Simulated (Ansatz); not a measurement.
Relaxed-ion elastic tensor of CoSi in space group P2_13 (No. 198; Co on 4a, Si on 4a) in GPa (Voigt order), the program Ansatz at the PBEsol level (PAW); density 6.85 g/cm³, 10.55 Å³ per atom.

```
405  159  159  0.0  0.0  0.0
159  405  159  0.0  0.0  0.0
159  159  405  0.0  0.0  0.0
0.0  0.0  0.0  131  0.0  0.0
0.0  0.0  0.0  0.0  131  0.0
0.0  0.0  0.0  0.0  0.0  131
```

Task: Is the crystal mechanically stable?

Result: Yes: the smallest eigenvalue of C is 131 GPa.

Task: Work out the Voigt, Reuss and Hill averages.

Result: K_V = 241, K_R = 241, K_H = 241; G_V = 128, G_R = 128, G_H = 128 GPa.

Task: Give Young's modulus, Poisson's ratio, Pugh's ratio and the universal anisotropy index.

Result: E = 9KG/(3K + G) = 326 GPa; ν = 0.27; K/G = 1.89 (ductile by the Pugh limit of 1.75); A_U = 5G_V/G_R + K_V/K_R − 6 = 0.00.

Task: Estimate the sound speeds and the Debye temperature.

Result: v_l = √((K + 4G/3)/ρ) = 7750 m/s, v_t = √(G/ρ) = 4320 m/s, mean 4810 m/s; Θ = (h/k)(3n/4πV)^(1/3) v_m = 653 K.

Task: Give the Zener ratio and Young's modulus along [100], [110] and [111].

Result: A = 2C44/(C11 − C12) = 1.06; 1/E = S11 − 2(S11 − S12 − S44/2)Γ with Γ = 0, 1/4, 1/3 gives 316, 328, 332 GPa.

Task: Solve the Christoffel equation for the three sound speeds along [100], [110], [111].

Result: Eigenvalues of C_ijkl n_j n_l equal ρv². In km/s, slowest first: [100] 4.37, 4.37, 7.69; [110] 4.24, 4.37, 7.76; [111] 4.28, 4.28, 7.79.

The PBEsol relaxation kept the symmetry of its start. No spin polarisation was allowed. As this level gives no gap, shear constants depend on the k-mesh and smearing (Fermi–Dirac, 0.1 eV here).

Potentials: the earlier of the program's two PAW sets. The files were generated under PBE; for other functionals the program regenerates the frozen cores, and for LDA and PBEsol the local potential too.
